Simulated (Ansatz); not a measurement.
A generator proposed this cell of TiOsC4N4.

```
CELL_PARAMETERS angstrom
7.20259 0.00000 0.00000
0.00000 7.20259 0.00000
0.00000 0.00000 4.33589
ATOMIC_POSITIONS crystal
Ti 0.00000 0.00000 0.00000
Os 0.50000 0.50000 0.00000
C 0.19026 0.80974 0.00000
C 0.80974 0.19026 0.00000
C 0.19026 0.19026 0.00000
C 0.80974 0.80974 0.00000
N 0.30512 0.69488 0.00000
N 0.69488 0.30512 0.00000
N 0.30512 0.30512 0.00000
N 0.69488 0.69488 0.00000
```

Method: Ansatz 0.2.0, DFT PBE, scalar-relativistic, plane waves, PAW. Plane waves to 420 eV, a k mesh through Γ of 4×4×4 on the computed 10-atom cell and Gaussian smearing (0.10 eV); collinear spin from starting moments 1.0 1.0 0.0 0.0 0.0 0.0 0.0 0.0 0.0 0.0 μB.

Formation energies are uncorrected and refer to the elements' standard structures at the same level (N₂ as a molecule).

Question: Estimate its pressure, forces and energy as it stands.

Answer: The pressure is 4.9 GPa (the mean over three directions, positive in compression), the largest force is 2.65 eV/Å, and the energy is +0.64 eV/atom against the elements. The shortest distance is 1.17 Å.

Question: Is it a good guess?

Answer: A rough one: relaxing gains about 0.21 eV/atom (the start's value is from the coarse mesh, so the gain is rough) in 21 ionic steps and ends at +0.44 eV/atom on the finer mesh. The symmetry stays P4/mmm (No. 123). The volume per atom shrinks by 27.3 %, from 22.5 to 16.4 Å³. The shortest distance goes from 1.17 Å (C–N) to 1.18 Å (C–N). The ratio c/a of the conventional cell changes by a factor of 0.66. Conventional cell: a = 7.437 Å, c = 2.957 Å. Ti has 4 C at 2.13 Å; Os has 4 N at 1.95 Å; C is surrounded by 1 N at 1.18 Å and 1 Ti at 2.13 Å; N has 1 C at 1.18 Å and 1 Os at 1.95 Å.

The last run used a 6×6×12 mesh (in the run's order of axes) for its 10-atom cell and Gaussian smearing of 0.10 eV. Spin–orbit coupling, which can matter for Os, is left out. The reference form of C is held partly by dispersion forces, which this level lacks. The relaxation can't lower the symmetry of the start, and the grade says only how near the guess is to its own end. A structure relaxed within its symmetry needn't be a true minimum.
